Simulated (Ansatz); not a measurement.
InAs (zinc blende), relaxed and computed with several functionals in Ansatz (plane waves, PAW).

```csv
functional,a (Å),gap (eV),B₀ by P(V) fit (GPa)
LDA,6.026,none,60.0
r²SCAN,6.108,0.08,57.2
PBEsol,6.087,none,55.6
PBE,6.187,none,48.4
```

All cells were relaxed under the symmetry of their starts (and spin orders); stability against distortions was not tested throughout. Spin–orbit coupling is left out wherever it is not named.

Potentials: the earlier of the program's two PAW sets. The files were generated under PBE; for other functionals the program regenerates the frozen cores, and for LDA and PBEsol the local potential too.

Ansatz (an electronic-structure program) is a plane-wave DFT program.
